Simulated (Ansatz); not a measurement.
Ge3Pt2:
```
CELL_PARAMETERS angstrom
     16.39698     0.00000     0.00000
      0.00000     3.45673     0.00000
      0.00000     0.00000     6.21100
ATOMIC_POSITIONS crystal
  Ge 0.42933 0.25000 0.93766
  Ge 0.57067 0.75000 0.06234
  Ge 0.07067 0.75000 0.43766
  Ge 0.92933 0.25000 0.56234
  Ge 0.73184 0.25000 0.84025
  Ge 0.26816 0.75000 0.15975
  Ge 0.76816 0.75000 0.34025
  Ge 0.23184 0.25000 0.65975
  Ge 0.38837 0.75000 0.41132
  Ge 0.61163 0.25000 0.58868
  Ge 0.11163 0.25000 0.91132
  Ge 0.88837 0.75000 0.08868
  Pt 0.67055 0.25000 0.20810
  Pt 0.32945 0.75000 0.79190
  Pt 0.82945 0.75000 0.70810
  Pt 0.17055 0.25000 0.29190
  Pt 0.99325 0.25000 0.19639
  Pt 0.00675 0.75000 0.80361
  Pt 0.50675 0.75000 0.69639
  Pt 0.49325 0.25000 0.30361
```

Relaxed with r²SCAN. Special points in fractions of this cell's reciprocal vectors: Γ (0.000, 0.000, 0.000); X (0.500, 0.000, 0.000); S (0.500, 0.500, 0.000); Y (0.000, 0.500, 0.000); Z (0.000, 0.000, 0.500); U (0.500, 0.000, 0.500); R (0.500, 0.500, 0.500); T (0.000, 0.500, 0.500).

Problem. List the band energies nearest the Fermi level at these points for r²SCAN (plane waves, PAW; program Ansatz).

Solution. In eV from the Fermi level; about four levels below and three above (degenerate sets whole), none deeper than 8.9 eV; points with the same levels are listed once.

```csv
k,below,above
Γ,-1.56 -1.52 -0.81 -0.64,0.39 1.36 1.63
X,-1.45 -1.45 -0.35 -0.35,0.72 0.72 1.42 1.42
S,-1.01 -1.01 -1.01 -1.01,0.86 0.86 0.86 0.86
Y,-1.02 -1.02 -0.98 -0.98,0.56 0.56 0.99 0.99
Z,-0.87 -0.87 -0.43 -0.43,1.25 1.25 2.09 2.09
U,-0.77 -0.77 -0.60 -0.60,1.59 1.59 2.16 2.16
R,-1.87 -1.87 -1.87 -1.87,0.65 0.65 0.65 0.65
T,-1.86 -1.86 -1.71 -1.71,0.48 0.48 0.80 0.80
```

Space group Pnma. The workflow started from a Materials Project entry (that database holds measured and hypothetical structures alike); the Crystallography Open Database copy checked does not list it. Its standing as an ambient phase is unchecked. The r²SCAN relaxation kept the symmetry of its start; its stability against distortions is not shown here. No spin polarisation was allowed. Spin–orbit coupling is left out wherever it is not named.

Potentials: the later of the program's two PAW sets.
